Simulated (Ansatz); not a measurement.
SnO:
```xyz
4
Lattice="4.1535 0.0000 0.0000 -2.0768 3.5971 0.0000 0.0000 0.0000 5.5239" Properties=species:S:1:pos:R:3 pbc="T T T"
Sn     2.0768     1.1990     0.0680
Sn     0.0000     2.3980     2.8300
O      2.0768     1.1990     3.3855
O      0.0000     2.3980     0.6236
```

Relaxed with PBE. Special points in fractions of this cell's reciprocal vectors: Γ (0.000, 0.000, 0.000); M (0.500, 0.000, 0.000); K (0.333, 0.333, 0.000); A (0.000, 0.000, 0.500); L (0.500, 0.000, 0.500); H (0.333, 0.333, 0.500).

### Question
List the band energies nearest the valence-band maximum at these points for PBE in the plane-wave PAW code Ansatz.

### Answer
In eV from the valence-band maximum; about four levels below and three above (degenerate sets whole), none deeper than 8.9 eV; points with the same levels are listed once.

```csv
k,below,above
Γ,-3.16 -3.05 -3.05 -2.80,3.33 3.73 3.73
M,-4.04 -3.30 -1.23 -0.70,1.50 2.67 4.36
K,-4.45 -4.45 -3.70 -0.28 -0.28,2.48 3.09 3.45 3.45
A,-3.44 -3.44 -3.44 -3.44 -1.99 -1.99,3.41 3.41 3.92 3.92 3.92 3.92
L,-3.61 -3.61 -0.83 -0.83,1.41 1.41 4.28 4.28
H,-3.35 -3.35 0.00 0.00,1.51 1.51 2.64 2.64
```

Space group P6_3mc (wurtzite). A made-up cell: these elements were put on the sites of a structure type; neither database checked (COD, Materials Project) lists it. It is not the phase usual at ambient conditions (space group No. 129). The cell was relaxed with PBE under the symmetry of its start; whether a distortion lowers the energy is not shown. Scalar-relativistic: spin–orbit coupling is off unless named, which matters more the heavier the elements.

Potentials: the later of the program's two PAW sets.
